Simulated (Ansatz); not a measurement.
MoPd:
Space group Fm-3m (No. 225); a = b = c = 5.182 Å, α = β = γ = 90.00°

```
atom  site  symmetry       x       y       z
----  ----  --------  ------  ------  ------
Pd      4a      m-3m  0.0000  0.0000  0.0000
Mo      4b      m-3m  0.5000  0.5000  0.5000
```
(The calculation used a cell of 2 atoms; values per cell refer to that cell.)

Relaxed with r²SCAN.

### Question
Which orbitals make up the states near the Fermi level in r²SCAN (plane waves, PAW; program Ansatz)?

### Answer
Within 0.5 eV of the Fermi level: Mo 4d 75 %, Pd 4d 16 %, outside the projected shells 7 %. Projections are on Löwdin-orthogonalised atomic valence shells; empty p or d shells of many metals are not among them.

### Question
Tabulate the density of states.

### Answer
States/eV per cell of 2 atoms, in 0.25 eV bins, energy from the Fermi level.

```csv
E (eV),total,Pd 4d,Mo 4d,Mo 5s
-7.50,0.00,0.00,0.00,0.00
-7.25,0.04,0.00,0.00,0.04
-7.00,0.10,0.00,0.00,0.09
-6.75,0.14,0.00,0.00,0.12
-6.50,0.20,0.01,0.01,0.16
-6.25,0.44,0.15,0.08,0.20
-6.00,0.99,0.48,0.24,0.23
-5.75,1.84,1.06,0.49,0.26
-5.50,2.97,1.86,0.77,0.29
-5.25,4.94,3.34,1.20,0.33
-5.00,6.07,4.50,1.10,0.35
-4.75,4.51,3.38,0.78,0.28
-4.50,4.89,3.67,0.90,0.25
-4.25,4.51,3.76,0.57,0.11
-4.00,3.70,2.75,0.74,0.13
-3.75,2.04,1.65,0.28,0.08
-3.50,3.74,3.13,0.47,0.10
-3.25,3.61,2.83,0.58,0.14
-3.00,1.39,0.56,0.61,0.15
-2.75,1.22,0.38,0.63,0.11
-2.50,0.64,0.16,0.36,0.07
-2.25,0.46,0.06,0.34,0.02
-2.00,1.38,0.19,0.98,0.14
-1.75,1.34,0.17,0.92,0.17
-1.50,1.30,0.17,0.92,0.14
-1.25,1.49,0.19,1.10,0.12
-1.00,1.58,0.21,1.16,0.10
-0.75,1.73,0.24,1.22,0.06
-0.50,1.95,0.30,1.35,0.04
-0.25,3.30,0.58,2.32,0.07
0.00,3.14,0.56,2.32,0.07
0.25,3.07,0.48,2.39,0.08
0.50,4.19,0.49,3.56,0.05
0.75,4.73,0.66,3.90,0.06
1.00,3.26,0.61,2.35,0.15
1.25,1.53,0.16,1.02,0.18
1.50,1.20,0.14,0.73,0.16
1.75,1.21,0.15,0.67,0.14
2.00,0.99,0.14,0.51,0.09
2.25,0.85,0.13,0.42,0.07
2.50,0.80,0.13,0.38,0.09
2.75,0.82,0.11,0.35,0.18
3.00,0.58,0.01,0.12,0.23
3.25,0.62,0.01,0.10,0.20
3.50,0.58,0.01,0.07,0.13
3.75,0.51,0.01,0.05,0.09
4.00,0.47,0.01,0.04,0.07
4.25,0.46,0.01,0.03,0.05
4.50,0.44,0.01,0.03,0.04
4.75,0.43,0.00,0.02,0.03
```

The start of the workflow was typed in or built on a structure type; neither database checked (COD, Materials Project) lists it. Whether it is the stable phase at ambient conditions was not checked. The r²SCAN relaxation kept the symmetry of its start. At this level the phase is mechanically unstable. No spin polarisation was allowed. The volume moved by 15 % from the start of the relaxation. Its formation energy is positive at this level, so the cell may be metastable or incomplete. Scalar-relativistic: spin–orbit coupling is off unless named, which matters more the heavier the elements.

Potentials: the later of the program's two PAW sets.
